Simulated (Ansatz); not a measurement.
The relaxed structure here is a generated cell of Lu: the first start was made by a random draw of sites in a space group, and the end was not matched to a known phase here, so it may be hypothetical. Known forms of Lu include space group No. 194.

A relaxed cell of Lu (P6/mmm (No. 191)), relaxed on a k-mesh at least as fine as the one used below. Computed with r2SCAN (plane waves to 500 eV, PAW, scalar-relativistic; Ansatz, an electronic-structure program). Γ-centred k-mesh 6×11×10 on the run's cell (coarser than for final values), Fermi–Dirac smearing 0.05 eV.

```yaml
crystal:
  lattice:
    - [6.61645, 0.00000, 0.00000]
    - [-1.65411, 2.86501, 0.00000]
    - [0.00000, 0.00000, 3.22621]
  atoms:
    - { symbol: Lu, position: [0.00000, 0.00000, 0.50000] }
    - { symbol: Lu, position: [0.50000, 0.00000, 0.50000] }
```

The atoms are displaced by (Å):

```json
[
 {"atom": "Lu1", "ux": "-0.090", "uy": "-0.029", "uz": "0.035"},
 {"atom": "Lu2", "ux": "-0.124", "uy": "-0.046", "uz": "-0.040"}
]
```

Q: What forces (eV/Å) and pressure result?

A: 
```csv
atom,Fx,Fy,Fz
Lu1,-0.13,-0.07,0.07
Lu2,0.13,0.07,-0.07
```

Pressure 0.0 GPa.

The undisplaced cell is probably no minimum: from this displacement the run went on to Fm-3m (No. 225), 0.46 eV/atom below it.

No spin polarisation in the result.
